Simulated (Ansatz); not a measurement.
TePb:
```
CELL_PARAMETERS angstrom
      0.00000     3.28432     3.28432
      3.28432     0.00000     3.28432
      3.28432     3.28432     0.00000
ATOMIC_POSITIONS crystal
  Pb 0.00000 0.00000 0.00000
  Te 0.50000 0.50000 0.50000
```

Relaxed with PBE. Special points in fractions of this cell's reciprocal vectors: Γ (0.000, 0.000, 0.000); X (0.500, 0.000, 0.500); U (0.625, 0.250, 0.625); K (0.375, 0.375, 0.750); L (0.500, 0.500, 0.500); W (0.500, 0.250, 0.750).

Q: List the band energies nearest the valence-band maximum at these points for plane-wave PAW PBE (Ansatz code).

A: In eV from the valence-band maximum; about four levels below and three above (degenerate sets whole), none deeper than 8.9 eV; points with the same levels are listed once.

| k | below | above |
|---|---|---|
| Γ | -5.71 -1.16 -1.16 -1.16 | 4.02 4.02 4.02 |
| X | -7.20 -4.12 -2.52 -2.52 | 3.51 5.30 5.30 |
| U | -7.78 -3.76 -2.05 -1.88 | 3.53 3.73 5.22 |
| L | -8.33 -0.74 -0.74 0.00 | 0.83 1.39 1.39 |
| W | -7.80 -3.44 -3.44 -0.28 | 1.73 5.20 5.20 |

Space group Fm-3m (rock salt). The PBE relaxation kept the symmetry of its start. Spin–orbit coupling is left out wherever it is not named.

Potentials: the later of the program's two PAW sets.
